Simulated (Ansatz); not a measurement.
### Question
Each is relaxed and computed with DFT-PBE in the program Ansatz with PAW potentials. Which is the only metal?
A) SnS2, CdI2 type
B) SnMo2C, P6_3/mmc (Sn on 2d, Mo on 4f, C on 2a)
C) SnO2, Ibam (O on 8j, Sn on 4a)
D) SnC, wurtzite

### Answer
B, SnMo2C, P6_3/mmc (Sn on 2d, Mo on 4f, C on 2a). SnMo2C: metal; SnC: gap 0.80 eV (direct); SnS2: gap 1.54 eV (indirect); SnO2: gap 1.14 eV. Constructed cells (a structure type filled with these elements, in neither database checked): SnO2, Ibam (O on 8j, Sn on 4a). Typed or built starts, not in the databases checked: SnMo2C, P6_3/mmc (Sn on 2d, Mo on 4f, C on 2a); SnC, wurtzite. Not the usual ambient phase: SnO2, Ibam (O on 8j, Sn on 4a). Relaxed far from the usual cell of the phase: SnS2, CdI2 type. Weakly bound layers, chains or molecules computed without a dispersion correction, so cells and soft constants are ill determined: SnS2, CdI2 type; SnO2, Ibam (O on 8j, Sn on 4a). All cells were relaxed under the symmetry of their starts (and spin orders); stability against distortions was not tested throughout. Rows with no word on spin ran without spin polarisation. Spin–orbit coupling is left out wherever it is not named.

Potentials: the later of the program's two PAW sets.
